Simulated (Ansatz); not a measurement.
Relaxed-ion elastic tensor of Mo3Ir (Cu3Au type, Pm-3m) in GPa (Voigt order), DFT-r²SCAN in the program Ansatz with PAW potentials; density 13.07 g/cm³, 15.25 Å³ per atom.

```
376  251  251  0.0  0.0  0.0
251  376  251  0.0  0.0  0.0
251  251  376  0.0  0.0  0.0
0.0  0.0  0.0  148  0.0  0.0
0.0  0.0  0.0  0.0  148  0.0
0.0  0.0  0.0  0.0  0.0  148
```

### Question
Is the crystal mechanically stable?

### Answer
Yes: the smallest eigenvalue of C is 125 GPa.

### Question
Work out the Voigt, Reuss and Hill averages.

### Answer
K_V = 293, K_R = 293, K_H = 293; G_V = 114, G_R = 95.5, G_H = 105 GPa.

### Question
Give Young's modulus, Poisson's ratio, Pugh's ratio and the universal anisotropy index.

### Answer
E = 9KG/(3K + G) = 280 GPa; ν = 0.34; K/G = 2.80 (ductile by the Pugh limit of 1.75); A_U = 5G_V/G_R + K_V/K_R − 6 = 0.95.

### Question
Estimate the sound speeds and the Debye temperature.

### Answer
v_l = √((K + 4G/3)/ρ) = 5750 m/s, v_t = √(G/ρ) = 2830 m/s, mean 3180 m/s; Θ = (h/k)(3n/4πV)^(1/3) v_m = 381 K.

### Question
Give the Zener ratio and Young's modulus along [100], [110] and [111].

### Answer
A = 2C44/(C11 − C12) = 2.37; 1/E = S11 − 2(S11 − S12 − S44/2)Γ with Γ = 0, 1/4, 1/3 gives 175, 294, 380 GPa.

A made-up cell: these elements were put on the sites of a structure type; neither database checked (COD, Materials Project) lists it. Whether it is the stable phase at ambient conditions was not checked. The r²SCAN relaxation kept the symmetry of its start; its stability against distortions is not shown here. The run is not spin-polarised. As this level gives no gap, shear constants depend on the k-mesh and smearing (Fermi–Dirac, 0.1 eV here). Spin–orbit coupling is left out wherever it is not named.

Potentials: the earlier of the program's two PAW sets.
